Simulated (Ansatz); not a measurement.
## SrCa3: what symmetry allows forces and stress to be

```xyz
4
Lattice="5.6486 0.0000 0.0000 0.0000 6.1631 0.0000 0.0000 0.0000 6.1631" Properties=species:S:1:pos:R:3 pbc="T T T"
Sr    0.0000    0.0000    0.0000
Ca    0.0000    3.0815    3.0815
Ca    2.4749    0.0000    3.0815
Ca    3.1736    3.0815    0.0000
```

Theory: DFT PBEsol, scalar-relativistic, plane waves, PAW (Ansatz 0.2.0).

Settings: cutoff 420 eV, Γ-centred mesh 8×6×6 on the computed 4-atom cell, Gaussian smearing of 0.10 eV; no spin polarisation.

This distorted cell has space group P-4m2, with 8 operations.

Without a calculation: in which directions can each atom feel a force?

A force must be left unchanged by every operation that keeps its atom in place, so it lies in the space that those operations leave fixed. Atoms that the group maps onto each other feel forces of one size.
```
atom site symmetry operations at the site equivalent to atom allowed force (Cartesian)
 Sr1           -4m2                       8                   1                       none
 Ca2           -4m2                       8                   2                       none
 Ca3           2mm.                       4                   3   along (1.00, 0.00, 0.00)
 Ca4           2mm.                       4                   3   along (1.00, 0.00, 0.00)
```

That leaves 1 independent force component of 12. A relaxation in this cell that keeps the symmetry moves the atoms in these directions alone.

And the stress tensor?

It must be invariant under the point group, which leaves 2 independent components: yz, xz, xy vanish; yy = zz.

Do the computed values obey this?

Yes. Forces (eV/Å):
```
Sr1  0.000  0.000  0.000
Ca2  0.000  0.000  0.000
Ca3  0.577  0.000  0.000
Ca4 -0.577  0.000  0.000
```

Stress (GPa, compression positive, xx yy zz yz xz xy): -2.10 -2.18 -2.18 0.00 0.00 0.00. The program imposes the same operations on density, forces and stress, so this confirms the analysis and is no independent test of the calculation.